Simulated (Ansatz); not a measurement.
Suppose Ag₂Sb takes space group P6/mmm (No. 191), with Ag on 2d; Sb on 1a. The cell of Ag₂Sb is invented: ordered superstructure of omega (sublattice all; occupants of the shared sites, in ratio, Ag: 2, Sb: 1).

Computed with DFT PBE, scalar-relativistic, plane waves, PAW in Ansatz 0.2.0. Cutoff 420 eV, Γ-centred mesh, Gaussian smearing, no spin polarisation.

The zero of energy is the elements' standard structures at the same level; no fitted shifts are applied.

Q: Give the relaxed lattice parameters and positions.

A:

Space group P6/mmm (No. 191). a = 4.898 Å, b = 4.898 Å, c = 3.109 Å, α = 90.00°, β = 90.00°, γ = 120.00°
```tsv
atom	site	symmetry	x	y	z
Ag	2d	-6m2	0.3333	0.6667	0.5000
Sb	1a	6/mmm	0.0000	0.0000	0.0000
```

Ag has 3 Ag at 2.83 Å, 2 Ag at 3.11 Å and 6 Sb at 3.23 Å; around Sb lie 2 Sb at 3.11 Å and 12 Ag at 3.23 Å. Another local minimum with the same sites may exist.

Q: Where does its energy lie, and is it a metal?

A: The formation energy is +0.18 eV/atom. The gap on the 12×12×16 mesh of the 3-atom cell is 0 eV (a metal). A positive value: parting into the elements would lower its energy.

The last run used Gaussian smearing of 0.10 eV. Spin–orbit coupling, which can matter for Sb, is left out. Symmetry constrained the relaxation, so the result can be a saddle point.
